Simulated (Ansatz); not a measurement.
Starting cell, SrVO$_{3}$ (cubic perovskite):

```yaml
crystal:
  lattice:
    - [3.85767, 0.00000, 0.00000]
    - [0.00000, 3.85767, 0.00000]
    - [0.00000, 0.00000, 3.85767]
  atoms:
    - { symbol: Sr, position: [0.00000, 0.00000, 0.00000] }
    - { symbol: V, position: [0.50000, 0.50000, 0.50000] }
    - { symbol: O, position: [0.00000, 0.50000, 0.50000] }
    - { symbol: O, position: [0.50000, 0.50000, 0.00000] }
    - { symbol: O, position: [0.50000, 0.00000, 0.50000] }
```

In this cell atom 1 (Sr, nearest neighbour O at 2.728 Å; its periodic images, 3.9 Å or more away, move with it) is moved by s along Cartesian [111], unit vector (0.577, 0.577, 0.577); all other atoms and the cell stay fixed.

All values below come from PBE (plane waves to 420 eV, PAW, scalar-relativistic; Ansatz, a program for electronic structure). k mesh 10×10×10 (Γ-centred), Fermi-Dirac smearing 0.05 eV. Energies are smeared free energies. With partly filled bands, energies and forces of such displacements shift with the k mesh and the smearing. SrVO3 is run without spin polarisation and with no Hubbard U. SrVO3 was relaxed with its symmetry unable to fall. The zero of ΔE is the undisplaced structure.

Give the computed ΔE (meV/cell) at s (Å) = -0.216, -0.108, -0.054, 0.108, 0.162, 0.270.


```tsv
s (Å)	ΔE (meV/cell)
-0.216	102
-0.108	24
-0.054	6
0.108	24
0.162	56
0.270	165
```

(For displaced atoms, the force is minus the slope of the energy, and its curvature is a force constant, which sets phonon frequencies.)
